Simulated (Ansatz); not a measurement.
What does Ansatz print for the nuclei with this input?

The cell is a COD entry, ions relaxed with PBE at fixed cell.

```yaml
crystal:
  lattice:
    - [3.14, 0.0, 0.0]
    - [-1.57, 2.7193197679, 0.0]
    - [0.0, 0.0, 12.53]
  atoms:
    - { symbol: Mo, position: [0.3333333333, 0.6666666667, 0.25], spin: 2.0 }
    - { symbol: Mo, position: [0.6666666667, 0.3333333333, 0.75], spin: 2.0 }
    - { symbol: S, position: [0.3333333333, 0.6666666667, 0.6244606484] }
    - { symbol: S, position: [0.6666666667, 0.3333333333, 0.1244606484] }
    - { symbol: S, position: [0.3333333333, 0.6666666667, 0.8755393516] }
    - { symbol: S, position: [0.6666666667, 0.3333333333, 0.3755393516] }
magnetization:
  spin_polarized: true
kpoints:
  mp_grid: { grid: [16, 16, 4] }
scf:
  occupations: { method: fermi_dirac, width: 0.02 }
hamiltonian:
  xc: lda
  pseudopotentials: { kind: paw }
output:
  forces: true
  stress: true
  populations: true
  efg:
    quadrupole_moments_barn: { Mo: -0.022, S: -0.0694 }
    contact_densities: true
  write_density: true
  write_potential: true
  elf: true
  volumetric_format: npy
```

```sh
ansatz run input.yaml --threads 1 --pin off --max-ram 3072MiB --backend cpu --events-out ev --progress --plain --runs-dir out
```

Of the output, the block on the nuclei alone is shown; the set-up, the SCF iterations, energies, forces and stress are cut.

```
--- PAW observables at the nuclei: V_zz in 10²¹ V/m², potentials from the cell's mean, atoms counted from 1 ---
  atom   1  Mo V_zz =    -7.239025   η = 0.0000   by run symmetry: allowed   C_q = +3.8509 MHz
            electrostatic potential = -6351.389741 V   contact ρ = 592712.265395 e/Å³   contact ρ_s (e/Å³): all electrons -0.000005, valence -0.000004
  atom   2  Mo V_zz =    -7.239025   η = 0.0000   by run symmetry: allowed   C_q = +3.8509 MHz
            electrostatic potential = -6351.389741 V   contact ρ = 592712.265395 e/Å³   contact ρ_s (e/Å³): all electrons -0.000005, valence -0.000004
  atom   3  S  V_zz =    -5.189599   η = 0.0000   by run symmetry: allowed   C_q = +8.7086 MHz
            electrostatic potential = -1636.849035 V   contact ρ = 19607.985750 e/Å³   contact ρ_s (e/Å³): all electrons -0.000000, valence -0.000000
  atom   4  S  V_zz =    -5.189599   η = 0.0000   by run symmetry: allowed   C_q = +8.7086 MHz
            electrostatic potential = -1636.849035 V   contact ρ = 19607.985750 e/Å³   contact ρ_s (e/Å³): all electrons -0.000000, valence -0.000000
  atom   5  S  V_zz =    -5.189599   η = 0.0000   by run symmetry: allowed   C_q = +8.7086 MHz
            electrostatic potential = -1636.849035 V   contact ρ = 19607.985750 e/Å³   contact ρ_s (e/Å³): all electrons -0.000000, valence -0.000000
  atom   6  S  V_zz =    -5.189599   η = 0.0000   by run symmetry: allowed   C_q = +8.7086 MHz
            electrostatic potential = -1636.849035 V   contact ρ = 19607.985750 e/Å³   contact ρ_s (e/Å³): all electrons -0.000000, valence -0.000000
```

The run took 16 s of wall time (16 s of CPU time) and 0.77 GiB at its peak, on 1 thread of AMD EPYC 9R45 (Zen 5) (x86_64; 16 cores open to the job, memory cap 3.0 GiB, no GPU), a shared host with a load of 0.4 a core.

At this cell the principal stresses reach 5 GPa in size with LDA, which can matter for small gradients. The largest force is 0.4 eV/Å, so the atoms aren't at the calculated equilibrium and relaxing them would move these values. Without spin–orbit coupling (the program notes it for Mo) the gradients can shift somewhat, as the gap is small. The start moments die out, and the run ends without spin.
